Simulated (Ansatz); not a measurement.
Input and command of a calculation in Ansatz (plane waves; scalar-relativistic PAW potentials unless the input names others):

```yaml
crystal:
  lattice:
    - [0.0, 2.2103848551, 2.2103848551]
    - [2.2103848551, 0.0, 2.2103848551]
    - [2.2103848551, 2.2103848551, 0.0]
  atoms:
    - { symbol: B, position: [0.0, 0.0, 0.0] }
    - { symbol: P, position: [0.75, 0.75, 0.75] }
basis:
  ecutwfc: 420
kpoints:
  mp_grid: { grid: [1, 1, 1] }
hamiltonian:
  xc: lda
scf:
  occupations: { method: fixed }
  max_iter: 50
output:
  forces: true
  eigenvalues: true
  stress: true
```

```bash
ansatz run input.yaml --threads 1 --pin off --max-ram 3072MiB --backend cpu --events-out ev --progress --plain --runs-dir out
```

Abridged log:
```
Basis set: ecut = 420 eV, 411 PW (Γ)
Bands: 8, of which v1, the nominal top of the filled ones, is band 4 counted from 1 (3 counted from 0)
Symmetry: 24 space group operations
k-points: 1
SCF iter   1: F=—  HF=-854.624842 eV  |F-HF|=—  |Δ(HF+E_count)|=         —  Δρ=1.29e-1  dr2=3.29e0  ethr=1.77e-3  ⟨swp⟩=5.0  Hψ=56  notcnv=0  defer=1
SCF iter   2: F=—  HF=-853.715306 eV  |F-HF|=—  |Δ(HF+E_count)|=   9.10e-1  Δρ=7.95e-2  dr2=1.36e0  ethr=1.77e-3  ⟨swp⟩=3.0  Hψ=24  notcnv=0  defer=1
SCF iter   3: F=—  HF=-853.492906 eV  |F-HF|=—  |Δ(HF+E_count)|=   2.22e-1  Δρ=4.37e-2  dr2=4.12e-1  ethr=1.77e-3  ⟨swp⟩=3.0  Hψ=17  notcnv=0  defer=1
SCF iter   4: F=—  HF=-853.400205 eV  |F-HF|=—  |Δ(HF+E_count)|=   9.27e-2  Δρ=1.37e-2  dr2=3.42e-2  ethr=1.77e-3  ⟨swp⟩=3.0  Hψ=15  notcnv=0  defer=1
SCF iter   5: F=—  HF=-853.393278 eV  |F-HF|=—  |Δ(HF+E_count)|=   6.93e-3  Δρ=1.95e-3  dr2=7.79e-4  ethr=4.28e-4  ⟨swp⟩=2.0  Hψ=11  notcnv=0  defer=1
SCF iter   6: F=—  HF=-853.393125 eV  |F-HF|=—  |Δ(HF+E_count)|=   1.53e-4  Δρ=1.52e-4  dr2=4.64e-6  ethr=9.73e-6  ⟨swp⟩=3.0  Hψ=15  notcnv=0  defer=1
SCF iter   7: F=—  HF=-853.393130 eV  |F-HF|=—  |Δ(HF+E_count)|=   5.60e-6  Δρ=1.37e-5  dr2=2.05e-8  ethr=1.25e-9  ⟨swp⟩=7.0  Hψ=54  notcnv=0
SCF iter   8: F=-853.393130 eV  HF=-853.393130 eV  |F-HF|=2.73e-12  |Δ(HF+E_count)|=   1.70e-9  Δρ=8.54e-7  dr2=9.03e-11  ethr=2.56e-10  ⟨swp⟩=2.0  Hψ=28  notcnv=0
SCF 1 converged in 8 iterations: F = -853.393130 eV  dr2 = 9.03e-11
SCF converged after 8 iterations
Free energy (F): -853.393130 eV
Harris-Foulkes:  -853.393130 eV  (|F-HF|=2.73e-12)
Internal energy: -853.393130 eV  (E = F + TS)
E sigma→0 (E₀):  -853.393130 eV
Fermi energy:    11.651096 eV
--- Forces (eV/Å), atoms counted from 1 ---
  atom   1  B      0.00000000     0.00000000     0.00000000
  atom   2  P      0.00000000     0.00000000     0.00000000
--- Stress (GPa, compression-positive) ---
      126.594102       0.000000       0.000000
        0.000000     126.594102       0.000000
        0.000000       0.000000     126.594102
  P = ⅓ Tr σ = 126.5941 GPa (1265.941 kbar)
```

Q: What should be changed?

A: The fault is one k-point for a small cell (kpoints.mp_grid.grid: [10, 10, 10] → [1, 1, 1], the first being the value of the sound run). Setting it back cures it. The run converged all the same, with an energy at zero smearing 11.6 eV/atom above the reference's, pressure 126.59 GPa, largest force 0.000 eV/Å, gap on the mesh 2.72 eV, so convergence alone doesn't show that an input is right. A reference run on usual settings, whose relaxation ended at this geometry, converged, and the end of its own relaxation has pressure 9.00 GPa, largest force 0.000 eV/Å, gap on the mesh 1.09 eV (its cell was held, or driven to that pressure on purpose).

It took 2.4 s on 1 thread of Intel(R) Xeon(R) Processor @ 2.50GHz (Skylake/Cascade Lake), on a shared host, peak memory 0.25 GiB.